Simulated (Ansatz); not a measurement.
Total density of states per atom from plane-wave PAW r²SCAN (Ansatz code), in 0.25 eV bins, energy from the Fermi level:

```
E (eV) | states/eV/atom
    -7.85 | ## 0.20
    -7.60 | ### 0.23
    -7.35 | ### 0.27
    -7.10 | #### 0.35
    -6.85 | ##### 0.48
    -6.60 | ###### 0.55
    -6.35 | #### 0.36
    -6.10 | ### 0.24
    -5.85 | ## 0.19
    -5.60 | ## 0.18
    -5.35 | ## 0.18
    -5.10 | #### 0.35
    -4.85 | ####### 0.65
    -4.60 | ############# 1.15
    -4.35 | ############## 1.24
    -4.10 | ####################### 2.02
    -3.85 | ################## 1.58
    -3.60 | ############# 1.15
    -3.35 | ############################# 2.58
    -3.10 | ######################## 2.10
    -2.85 | ############################## 2.67
    -2.60 | ####################### 2.07
    -2.35 | ####### 0.65
    -2.10 | ###### 0.52
    -1.85 | ### 0.23
    -1.60 | ## 0.18
    -1.35 | ##### 0.41
    -1.10 | ####### 0.61
    -0.85 | ##### 0.46
    -0.60 | #### 0.40
    -0.35 | #### 0.36
    -0.10 | #### 0.32
     0.15 | ### 0.31
     0.40 | #### 0.32
     0.65 | ### 0.22
     0.90 | ## 0.20
     1.15 | ## 0.20
     1.40 | ### 0.22
     1.65 | ### 0.28
     1.90 | #### 0.33
     2.15 | ##### 0.44
     2.40 | ##### 0.41
     2.65 | #### 0.38
     2.90 | #### 0.38
     3.15 | #### 0.36
     3.40 | #### 0.37
     3.65 | #### 0.40
     3.90 | ##### 0.42
     4.15 | #### 0.38
     4.40 | #### 0.39
     4.65 | #### 0.39
```

Which of these materials gives this?
A) MgRh, CsCl type
B) In2Au3, La2O3 or Ni2Al3 type
C) InPd, CsCl type
D) ScInNi4, F-43m (Sc on 4d, In on 4a, Ni on 16e)

C, InPd, CsCl type. Within 0.5 eV of the Fermi level: In 5p 48 %, Pd 4d 32 %, In 5s 15 %. Projections are on Löwdin-orthogonalised atomic valence shells; empty p or d shells of many metals are not among them.

Space group Pm-3m (CsCl type). The cell was relaxed with r²SCAN under the symmetry of its start; of distortions, only those at the zone centre were tested. No spin polarisation was allowed. Spin–orbit coupling is left out wherever it is not named.

Potentials: the later of the program's two PAW sets.
